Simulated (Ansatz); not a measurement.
Relaxed-ion elastic tensor of CdS (zinc blende, space group No. 216) in GPa (Voigt order), PBE (plane waves, PAW; program Ansatz); density 4.61 g/cm³, 26.02 Å³ per atom.

```
66.6  46.9  46.9   0.0   0.0   0.0
46.9  66.6  46.9   0.0   0.0   0.0
46.9  46.9  66.6   0.0   0.0   0.0
 0.0   0.0   0.0  25.8   0.0   0.0
 0.0   0.0   0.0   0.0  25.8   0.0
 0.0   0.0   0.0   0.0   0.0  25.8
```

Q: Is the crystal mechanically stable?

A: Yes: the smallest eigenvalue of C is 19.7 GPa.

Q: Work out the Voigt, Reuss and Hill averages.

A: K_V = 53.4, K_R = 53.4, K_H = 53.4; G_V = 19.4, G_R = 15.7, G_H = 17.5 GPa.

Q: Give Young's modulus, Poisson's ratio, Pugh's ratio and the universal anisotropy index.

A: E = 9KG/(3K + G) = 47.4 GPa; ν = 0.35; K/G = 3.05 (ductile by the Pugh limit of 1.75); A_U = 5G_V/G_R + K_V/K_R − 6 = 1.20.

Q: Estimate the sound speeds and the Debye temperature.

A: v_l = √((K + 4G/3)/ρ) = 4080 m/s, v_t = √(G/ρ) = 1950 m/s, mean 2190 m/s; Θ = (h/k)(3n/4πV)^(1/3) v_m = 220 K.

Q: Give the Zener ratio and Young's modulus along [100], [110] and [111].

A: A = 2C44/(C11 − C12) = 2.62; 1/E = S11 − 2(S11 − S12 − S44/2)Γ with Γ = 0, 1/4, 1/3 gives 27.8, 49.4, 66.6 GPa.

Q: Solve the Christoffel equation for the three sound speeds along [100], [110], [111].

A: Eigenvalues of C_ijkl n_j n_l equal ρv² (piezoelectric stiffening left out). In km/s, slowest first: [100] 2.36, 2.36, 3.80; [110] 1.46, 2.36, 4.23; [111] 1.81, 1.81, 4.36.

Space group F-43m (zinc blende). The PBE relaxation kept the symmetry of its start; phonons on a q-mesh show no instability.

Potentials: the later of the program's two PAW sets.
